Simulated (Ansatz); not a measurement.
C:
```cif
data_C12
_chemical_formula_sum 'C12'
_space_group_name_H-M_alt 'P 1'
_space_group_IT_number 1
_cell_length_a 3.80228
_cell_length_b 3.80228
_cell_length_c 4.68121
_cell_angle_alpha 90.000
_cell_angle_beta 90.000
_cell_angle_gamma 90.000
loop_
_space_group_symop_operation_xyz
  'x, y, z'
loop_
_atom_site_label
_atom_site_type_symbol
_atom_site_fract_x
_atom_site_fract_y
_atom_site_fract_z
_atom_site_occupancy
C1 C 0.92429 0.07571 0.25000 1
C2 C 0.42429 0.42429 0.00000 1
C3 C 0.07571 0.92429 0.75000 1
C4 C 0.57571 0.57571 0.50000 1
C5 C 0.37913 0.83329 0.96642 1
C6 C 0.66671 0.87913 0.71642 1
C7 C 0.62087 0.16671 0.46642 1
C8 C 0.33329 0.12087 0.21642 1
C9 C 0.87913 0.66671 0.28358 1
C10 C 0.16671 0.62087 0.53358 1
C11 C 0.12087 0.33329 0.78358 1
C12 C 0.83329 0.37913 0.03358 1
```

Relaxed with PBE.

Question: Which orbitals make up the states near the band edges in PBE in the plane-wave PAW code Ansatz?

Answer: Top 1 eV of the valence band: C 2p 96 %. Bottom 1 eV of the conduction band: C 2p 74 %, C 2s 20 %, outside the projected shells 6 %. Projections are on Löwdin-orthogonalised atomic valence shells; empty p or d shells of many metals are not among them.

Question: Tabulate the density of states.

Answer: States/eV per cell of 12 atoms, in 0.25 eV bins, energy from the valence-band maximum.

```csv
E (eV),total,C 2p,C 2s
-7.86,1.95,1.55,0.40
-7.61,3.29,2.64,0.64
-7.36,2.54,2.00,0.54
-7.11,2.88,2.23,0.64
-6.86,3.02,2.36,0.66
-6.61,3.00,2.36,0.63
-6.36,3.28,2.59,0.68
-6.11,3.45,2.73,0.71
-5.86,3.03,2.42,0.60
-5.61,2.56,2.08,0.48
-5.36,2.83,2.34,0.48
-5.11,3.61,3.03,0.58
-4.86,3.41,2.88,0.51
-4.61,3.31,2.84,0.46
-4.36,3.60,3.13,0.46
-4.11,3.30,2.89,0.40
-3.86,3.02,2.67,0.33
-3.61,4.45,4.02,0.42
-3.36,4.98,4.53,0.43
-3.11,3.35,3.06,0.28
-2.86,4.24,3.92,0.31
-2.61,5.29,4.95,0.32
-2.36,4.15,3.88,0.25
-2.11,3.97,3.72,0.24
-1.86,4.32,4.04,0.26
-1.61,5.20,4.87,0.30
-1.36,3.60,3.39,0.20
-1.11,4.30,4.10,0.18
-0.86,6.13,5.86,0.24
-0.61,4.27,4.12,0.13
-0.36,2.26,2.20,0.05
-0.11,0.50,0.49,0.01
0.14,0.00,0.00,0.00
0.39,0.00,0.00,0.00
0.64,0.00,0.00,0.00
0.89,0.00,0.00,0.00
1.14,0.00,0.00,0.00
1.39,0.00,0.00,0.00
1.64,0.00,0.00,0.00
1.89,0.00,0.00,0.00
2.14,0.00,0.00,0.00
2.39,0.00,0.00,0.00
2.64,0.00,0.00,0.00
2.89,0.00,0.00,0.00
3.14,0.00,0.00,0.00
3.39,0.00,0.00,0.00
3.64,0.00,0.00,0.00
3.89,0.00,0.00,0.00
4.14,0.00,0.00,0.00
4.39,0.00,0.00,0.00
4.64,0.00,0.00,0.00
4.89,0.00,0.00,0.00
5.14,1.20,0.94,0.18
5.39,5.82,4.25,1.21
5.64,4.21,3.08,0.87
5.89,4.76,3.56,0.88
6.14,4.89,3.68,0.89
6.39,4.24,3.08,0.89
6.64,3.83,2.70,0.88
6.89,2.59,1.76,0.66
7.14,3.28,2.20,0.85
7.39,3.97,2.73,0.95
7.64,5.23,3.74,1.04
7.89,4.86,3.47,0.98
8.14,5.02,3.40,1.18
8.39,4.62,3.12,1.12
8.64,3.45,2.34,0.82
8.89,3.55,2.34,0.88
9.14,4.15,2.70,1.15
9.39,3.79,2.42,1.09
9.64,4.43,2.85,1.26
```

Space group P4_32_12. The start of the workflow was typed in or built on a structure type; neither database checked (COD, Materials Project) lists it. It is not the phase usual at ambient conditions (space group No. 194, 227). The cell was relaxed with PBE under the symmetry of its start; its stability against distortions is not shown here. The volume moved by 16 % from the start of the relaxation.

Potentials: the earlier of the program's two PAW sets.
